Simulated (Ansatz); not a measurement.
# All-electron card of NbRh

```yaml
crystal:
  lattice:
    - [2.84200, 0.00000, 0.00000]
    - [0.00000, 2.84200, 0.00000]
    - [0.00000, 0.00000, 3.80900]
  atoms:
    - { symbol: Nb, position: [0.00000, 0.00000, 0.00000] }
    - { symbol: Rh, position: [0.50000, 0.50000, 0.50000] }
```

Atoms are numbered in the order listed.

The cell is COD entry 2310202, as deposited and not checked against the literature; nothing was relaxed.

Methods: DFT, PBEsol, all-electron LAPW, scalar-relativistic (Ansatz 0.2.0); DFT, PBEsol, PAW with Ansatz's default frozen-core files, scalar-relativistic (Ansatz 0.2.0).

For LAPW: a Γ-centred 14×14×11 k mesh, Fermi–Dirac smearing of 0.05 eV, basis error target 1 meV/atom, no spin polarisation. PAW takes a cutoff of 420 eV at this cell (files made with PBE, cores remade for this functional). The Ansatz runs share mesh, smearing and spin set-up. Values come from LAPW unless marked.

| Property | Result |
| --- | --- |
| Löwdin charges (with 0.14 e of the cell spilling out of the atomic basis, so their sizes and signs hang on that basis) | Nb1 0.05, Rh2 0.09 e |
| Stress xx, yy, zz (compression positive) | -1.32, -1.32, 0.55 GPa |
| Density of states at the Fermi level (0.2 eV bin) | 1.62 states/eV per cell |
| Volume per atom | 15.38 Å³ |

Question: Give the computed value. Band gap.

Answer: none: bands cross the Fermi level, a metal.

Question: Predict this quantity. Pressure at this cell.

Answer: -0.69 GPa.

Question: Predict this quantity. Bader charges (from the PAW run).

Answer: Nb1 +0.96, Rh2 -0.96 e.
